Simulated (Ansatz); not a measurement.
## Phonon dispersion of In2S

Theory: DFT PBE, scalar-relativistic, plane waves, PAW (Ansatz 0.2.0). Cutoff 420 eV, 12×12×6 k-points (Γ-centred), Gaussian smearing of 0.01 eV. No spin polarisation. Phonons by linear response, acoustic sum rule imposed.

Relaxed structure:
```yaml
crystal:
  lattice:
    - [3.81183, 0.00000, 0.00000]
    - [-1.90591, 3.30114, 0.00000]
    - [0.00000, 0.00000, 8.04603]
  atoms:
    - { symbol: In, position: [0.33333, 0.66667, 0.77368] }
    - { symbol: In, position: [0.33333, 0.66667, 0.22632] }
    - { symbol: S, position: [0.00000, 0.00000, 0.00000] }
```

It was reached by relaxing an invented guess, and it needn't be the stable form of this composition. The q mesh is coarse, so values between its points are rough. No dispersion correction is applied, so modes and constants that involve weak contacts between layers, chains or molecules come out too soft.

Force constants from linear response on a 2×2×1 q mesh.

Question: Is the structure dynamically stable on this mesh?

Answer: No: at q = (0.000, -0.500, 0.000) a mode is imaginary, 13i cm⁻¹.

Question: Give the frequencies (cm⁻¹; i marks imaginary ones) at the irreducible q points, in fractions of the reciprocal vectors, the Γ row without the LO field.

Answer:
```json
{"q": "0.000 0.000 0.000", "star": "1", "frequencies": "0 0 0 41 41 126 136 136 201"}
{"q": "0.000 -0.500 0.000", "star": "3", "frequencies": "13i 38 56 63 68 91 151 180 223"}
```
